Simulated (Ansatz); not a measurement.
Below is a relaxed structure of NbCuP2. The cell was found from a structure generator's guess, not taken from experiment.

All numbers below come from DFT PBE, scalar-relativistic, plane waves, PAW in Ansatz. Cutoff 420 eV, Γ-centred mesh, Gaussian smearing, no spin polarisation.

```
Nb Cu P
1.0
     3.57021    0.00000    0.00000
    -1.78510    3.09189    0.00000
     0.00000    0.00000    5.53317
Nb Cu P
1 1 2
Cartesian
  0.0000 2.0613 2.7666
  0.0000 2.0613 0.0000
  0.0000 0.0000 4.2548
  0.0000 0.0000 1.2783
```

Formation energies are uncorrected and refer to the elements' standard structures at the same level. The references include black phosphorus.

Q: Find its symmetry and describe it.

A: P-6m2 (No. 187). Conventional cell: a = 3.570 Å, c = 5.533 Å. Nb is surrounded by 6 P at 2.54 Å and 2 Cu at 2.77 Å; Cu is surrounded by 6 P at 2.43 Å and 2 Nb at 2.77 Å; P is surrounded by 3 Cu at 2.43 Å, 3 Nb at 2.54 Å, 1 P at 2.56 Å and 1 P at 2.98 Å.

Q: How far does it lie from the elements in energy?

A: −0.50 eV/atom. Whether it is stable depends on the other phases of the system, which aren't compared here.

Q: Is it a metal?

A: Yes, bands cross the Fermi level on the 18×18×8 mesh.

Q: From what recipe could a structure generator have reached it?

A: One such recipe: close-packed anion layers stacked AA, next cell at A, with sites between them filled layer by layer (P-6m2, No. 187). Other recipes can lead to the same cell.

The last run used an 18×18×8 mesh (in the run's order of axes) for its 4-atom cell and Gaussian smearing of 0.10 eV. The reference form of P is held partly by dispersion forces, which this level lacks. A structure relaxed within its symmetry needn't be a true minimum.
